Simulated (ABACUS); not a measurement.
Worked example: self-consistent single point of a model cell of Cu (P6_3/mmc, 2 atoms in the cell; prototype structure) in ABACUS.

Level of theory: LDA (PW92), numerical atomic orbitals DZP (confined pseudo-atomic orbitals with Gaussian additions; energy shift 0.01 Ry), PseudoDojo 0.4 standard norm-conserving LDA (tails mended) pseudopotentials (ABACUS 3.10.1).

```yaml
crystal:
  lattice:
    - [2.55757, 0.00000, 0.00000]
    - [-1.27879, 2.21492, 0.00000]
    - [0.00000, 0.00000, 4.15246]
  atoms:
    - { symbol: Cu, position: [0.33333, 0.66667, 0.25000] }
    - { symbol: Cu, position: [0.66667, 0.33333, 0.75000] }
```

Reference input (self-consistent single point, DFT, LDA (PW92), numerical atomic orbitals DZP (confined pseudo-atomic orbitals with Gaussian additions; energy shift 0.01 Ry), PseudoDojo 0.4 standard norm-conserving LDA (tails mended) pseudopotentials): basis = DZP numerical atomic orbitals, energy shift 0.01 Ry; KPT = Gamma 10 10 6 0 0 0; basis_type = lcao; dft_functional = PWLDA; ecutwfc = 100 Ry; smearing_method = mp; smearing_sigma = 0.00734986 Ry; potentials = PseudoDojo 0.4 standard norm-conserving LDA (tails mended); symmetry = 1; symmetry_prec = 1e-05; ks_solver = genelpa; scf_nmax = 100. This run's input differs from it in these lines:

```diff
@@ -48,3 +48,3 @@
 Gamma
-10 10 6 0 0 0
+12 12 7 0 0 0
```

The program printed (abridged):

```
 SELF-CONSISTENT
 -------------------------------------------

                  longest orb rcut (Bohr) = 7.1
   longest nonlocal projector rcut (Bohr) = 1.78
                     search radius (Bohr) = 17.8

                          real space grid = [ 32, 32, 50 ]
                                 init_chg = atomic

 LCAO ALGORITHM --------------- ION=   1  ELEC=   1--------------------------------

 Density error is 0.0734336495564
 E_KohnSham     -757.6859931747      -10308.8468019650
 E_Fermi        1.3614067768         18.5228894601

 LCAO ALGORITHM --------------- ION=   1  ELEC=   2--------------------------------

   [... lines left out ...]

   [... 5 blocks of this kind left out ...]

 LCAO ALGORITHM --------------- ION=   1  ELEC=   8--------------------------------

 Density error is 3.28442125183e-07
 E_KohnSham     -757.8130345088      -10310.5752879899
 E_Fermi        1.2491457581         16.9954999427

 LCAO ALGORITHM --------------- ION=   1  ELEC=   9--------------------------------

 Density error is 7.6989528349e-09
 E_KohnSham     -757.8130345088      -10310.5752879908
 E_KS(sigma->0) -757.8130196413      -10310.5750857081
 E_entropy(-TS) -0.0000446025        -0.0006068481
 E_Fermi        1.2491459700         16.9955028260
 charge density convergence is achieved
 final etot is -10310.575288 eV
 EFERMI = 16.995502826 eV

 STATE ENERGY(eV) AND OCCUPATIONS    NSPIN == 1
   [... 26 lines left out ...]

 TOTAL-FORCE (eV/Angstrom)
                       Cu1         0.0000000000         0.0000000000         0.0000000000
                       Cu2         0.0000000000         0.0000000000         0.0000000000

 TOTAL-STRESS (KBAR)
      -103.0941001830        -0.0000000000         0.0000000000
         0.0000000000      -103.0941303503        -0.0000000000
         0.0000000000        -0.0000000000      -119.1912522228
 TOTAL-PRESSURE: -108.459828 KBAR

 --------------------------------------------
 !FINAL_ETOT_IS -10310.5752879907868191 eV
 --------------------------------------------
```

The run converged in 9 iterations. Against the reference run the free energy stays essentially unchanged (within 1 meV/atom) and the pressure stays near -10.85 GPa while the zz stress (positive for compression) goes from -11.22 to -11.92 GPa.

The starting geometry comes from a prototype or from typed values, not from a relaxation at this level; it need not be a known phase. The atom-centred basis is finite, which shifts total energies and pressures against plane waves. This run is one point of a test of settings, so its values need not be converged; read them against the reference run alone. No clean gap shows at this smearing width and mesh (spacing up to 0.24 Å⁻¹); the mesh is coarse for partly filled bands, so the values carry mesh errors.

Cost on one core: around 16 core-seconds (rough).

The atomic orbitals were generated for these runs; they are not ABACUS's published sets and were checked against plane waves on a few crystals only.

“Tails mended”: in these copies of the files the far tail of each local potential was reset to the Coulomb form.
